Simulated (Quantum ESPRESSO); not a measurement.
# Al4O4FN: input and log of a self-consistent run

Computed values, not a measurement. The program is pw.x of Quantum ESPRESSO 7.5 (plane-wave density functional theory). The cell is made up: 10 atoms on a corundum lattice, with randomly drawn elements, strain and displacements, not relaxed. PseudoDojo standard norm-conserving files (v0.5 for PBE, v0.4.1 for LDA and PBEsol) set the functional; there is no spin polarisation, spin-orbit coupling or dispersion term, and the masses in the input are unused placeholders.

Input:

```
&control calculation='scf', pseudo_dir='./dojo.nc.sr.pbe.v0_5.standard.upf', outdir='./o', disk_io='low', tprnfor=.true., tstress=.true. /
&system ibrav=0, nat=10, ntyp=4, nbnd=30, ecutwfc=105.61755193, nosym=.true., tot_charge=0,
 occupations='smearing', smearing='fd', degauss=0.0018374661
/
&electrons conv_thr=7.350e-09, electron_maxstep=60, /
ATOMIC_SPECIES
Al 1.0 Al.upf
F 1.0 F.upf
N 1.0 N.upf
O 1.0 O.upf
CELL_PARAMETERS angstrom
2.3694 1.368 4.3087
-2.3694 1.368 4.3087
0.0 -2.736 4.3087
ATOMIC_POSITIONS angstrom
Al 0.0288 -0.0336 4.5623
Al 0.0835 0.1619 1.946
Al 0.0209 0.0303 8.4873
Al 0.0148 -0.0169 10.929
O -0.8361 1.2506 7.6455
O -0.7074 -1.4679 7.5681
O 1.6439 0.1336 7.4679
F 0.8735 -1.5084 5.1089
N 0.6093 1.3997 5.3956
O -1.6017 -0.1009 5.3662
K_POINTS automatic
8 8 8 1 1 1
```

The log is shortened where brackets say so; the opening notice, blank lines, dates and the lines on written files are dropped, and the path of the files is cut. It prints rydbergs, bohrs and kilobars, and counts compression as positive stress. With no partly filled state, the Fermi energy that it prints is only some level between the filled and the empty states on the mesh, and need not lie in the true gap.

```
     Program PWSCF v.7.5
     Parallel version (MPI & OpenMP), running on       4 processor cores
     Number of MPI processes:                 4
     Threads/MPI process:                     1
     [start-up lines left out]
     bravais-lattice index     =            0
     lattice parameter (alat)  =       9.6451  a.u.
     unit-cell volume          =     565.4817 (a.u.)^3
     number of atoms/cell      =           10
     number of atomic types    =            4
     number of electrons       =        48.00
     number of Kohn-Sham states=           30
     kinetic-energy cutoff     =     105.6176  Ry
     charge density cutoff     =     422.4702  Ry
     scf convergence threshold =      7.3E-09
     mixing beta               =       0.7000
     number of iterations used =            8  plain     mixing
     Exchange-correlation= PBE
                           (   1   4   3   4   0   0   0)
     [axes and pseudopotential details left out]
   Cartesian axes
     site n.     atom                  positions (alat units)
         1        Al     tau(   1) = (   0.0056427  -0.0065831   0.8938751  )
         2        Al     tau(   2) = (   0.0163599   0.0317205   0.3812728  )
         3        Al     tau(   3) = (   0.0040949   0.0059366   1.6628863  )
         4        Al     tau(   4) = (   0.0028997  -0.0033112   2.1412798  )
         5        O      tau(   5) = (  -0.1638141   0.2450256   1.4979554  )
         6        O      tau(   6) = (  -0.1385983  -0.2876004   1.4827907  )
         7        O      tau(   7) = (   0.3220834   0.0261758   1.4631589  )
         8        F      tau(   8) = (   0.1711417  -0.2955354   1.0009685  )
         9        N      tau(   9) = (   0.1193780   0.2742382   1.0571406  )
        10        O      tau(  10) = (  -0.3138153  -0.0197690   1.0513804  )
     number of k points=   256  Fermi-Dirac smearing, width (Ry)=  0.0018
     Number of k-points >= 100: set verbosity='high' to print them.
     Dense  grid:    82987 G-vectors     FFT dimensions: (  64,  64,  64)
     Estimated max dynamical RAM per process >     417.25 MB
     Estimated total dynamical RAM >       1.57 GB
     Initial potential from superposition of free atoms
     starting charge      47.9902, renormalised to      48.0000
     Starting wfcs are   40 randomized atomic wfcs
     total cpu time spent up to now is       15.9 secs
     per-process dynamical memory:   384.7 Mb
     Self-consistent Calculation
     iteration #  1     ecut=   105.62 Ry     beta= 0.70
     Davidson diagonalization with overlap
     ethr =  1.00E-02,  avg # of iterations =  4.0
     total cpu time spent up to now is       54.4 secs
     total energy              =    -220.74477152 Ry
     estimated scf accuracy    <       2.37691917 Ry
     iteration #  2     ecut=   105.62 Ry     beta= 0.70
     Davidson diagonalization with overlap
     ethr =  4.95E-03,  avg # of iterations =  2.3
     total cpu time spent up to now is       89.8 secs
     total energy              =    -221.40863773 Ry
     estimated scf accuracy    <       1.68240831 Ry
     iteration #  3     ecut=   105.62 Ry     beta= 0.70
     Davidson diagonalization with overlap
     ethr =  3.51E-03,  avg # of iterations =  2.0
     total cpu time spent up to now is      121.3 secs
     total energy              =    -221.71742899 Ry
     estimated scf accuracy    <       0.03470616 Ry
     iteration #  4     ecut=   105.62 Ry     beta= 0.70
     Davidson diagonalization with overlap
     ethr =  7.23E-05,  avg # of iterations =  9.3
     total cpu time spent up to now is      168.5 secs
     total energy              =    -221.73254639 Ry
     estimated scf accuracy    <       0.00508876 Ry
     iteration #  5     ecut=   105.62 Ry     beta= 0.70
     Davidson diagonalization with overlap
     ethr =  1.06E-05,  avg # of iterations =  4.1
     total cpu time spent up to now is      205.5 secs
     total energy              =    -221.73301275 Ry
     estimated scf accuracy    <       0.00133388 Ry
     [iterations 6 to 7 left out]
     iteration #  8     ecut=   105.62 Ry     beta= 0.70
     Davidson diagonalization with overlap
     ethr =  1.52E-08,  avg # of iterations =  4.7
     total cpu time spent up to now is      310.9 secs
     total energy              =    -221.73305906 Ry
     estimated scf accuracy    <       0.00000423 Ry
     iteration #  9     ecut=   105.62 Ry     beta= 0.70
     Davidson diagonalization with overlap
     ethr =  8.82E-09,  avg # of iterations =  2.0
     total cpu time spent up to now is      339.4 secs
     total energy              =    -221.73305938 Ry
     estimated scf accuracy    <       0.00000037 Ry
     iteration # 10     ecut=   105.62 Ry     beta= 0.70
     Davidson diagonalization with overlap
     ethr =  7.80E-10,  avg # of iterations =  3.9
     total cpu time spent up to now is      374.8 secs
     total energy              =    -221.73305949 Ry
     estimated scf accuracy    <       0.00000002 Ry
     iteration # 11     ecut=   105.62 Ry     beta= 0.70
     Davidson diagonalization with overlap
     ethr =  3.66E-11,  avg # of iterations =  2.8
     total cpu time spent up to now is      409.0 secs
     total energy              =    -221.73305950 Ry
     estimated scf accuracy    <          8.5E-09 Ry
     iteration # 12     ecut=   105.62 Ry     beta= 0.70
     Davidson diagonalization with overlap
     ethr =  1.78E-11,  avg # of iterations =  2.0
     total cpu time spent up to now is      438.1 secs
     End of self-consistent calculation
     Number of k-points >= 100: set verbosity='high' to print the bands.
     the Fermi energy is    11.6662 ev
!    total energy              =    -221.73305950 Ry
     estimated scf accuracy    <          3.1E-10 Ry
     smearing contrib. (-TS)   =       0.00000000 Ry
     internal energy E=F+TS    =    -221.73305950 Ry
     The total energy is F=E-TS. E is the sum of the following terms:
     one-electron contribution =     -40.00063449 Ry
     hartree contribution      =      55.87228266 Ry
     xc contribution           =     -60.93987981 Ry
     ewald contribution        =    -176.66482786 Ry
     convergence has been achieved in  12 iterations
     Forces acting on atoms (cartesian axes, Ry/au):
     atom    1 type  1   force =    -0.07169450    0.08890971   -0.09515933
     atom    2 type  1   force =    -0.15501267   -0.19172151    0.05153022
     atom    3 type  1   force =     0.17085653   -0.10020373   -0.13357198
     atom    4 type  1   force =     0.13169162   -0.00469125    0.14377616
     atom    5 type  4   force =    -0.08823833    0.12145617   -0.08605699
     atom    6 type  4   force =     0.01560431    0.00914628   -0.06347254
     atom    7 type  4   force =     0.01455532   -0.05106497    0.00842992
     atom    8 type  2   force =    -0.05855838    0.02087762    0.08069140
     atom    9 type  3   force =     0.08807650    0.11038889    0.05669160
     atom   10 type  4   force =    -0.04728039   -0.00309721    0.03714153
     Total force =     0.504975     Total SCF correction =     0.000010
     Computing stress (Cartesian axis) and pressure
          total   stress  (Ry/bohr**3)                   (kbar)     P=      227.53
   0.00172404   0.00016253   0.00014713          253.61       23.91       21.64
   0.00016253   0.00094277  -0.00057750           23.91      138.69      -84.95
   0.00014713  -0.00057750   0.00197336           21.64      -84.95      290.29
     init_run     :     15.35s CPU     15.81s WALL (       1 calls)
     electrons    :    421.00s CPU    422.25s WALL (       1 calls)
     forces       :      4.53s CPU      4.54s WALL (       1 calls)
     stress       :     16.98s CPU     16.99s WALL (       1 calls)
     [timing details left out]
     PWSCF        :   7m38.04s CPU   7m39.90s WALL
     JOB DONE.
```

In other units: free energy -3016.832 eV for the cell, pressure 22.75 GPa, largest force component 4.929 eV/Å. This run is the check on a run of the same cell at a cutoff of 1143 eV and k mesh 6 x 6 x 6: rerunning at a cutoff of 1437 eV and k mesh 8 x 8 x 8 moved values by no more than 0.004 eV in energy, 0.02 GPa in stress and 0.002 eV/Å in force.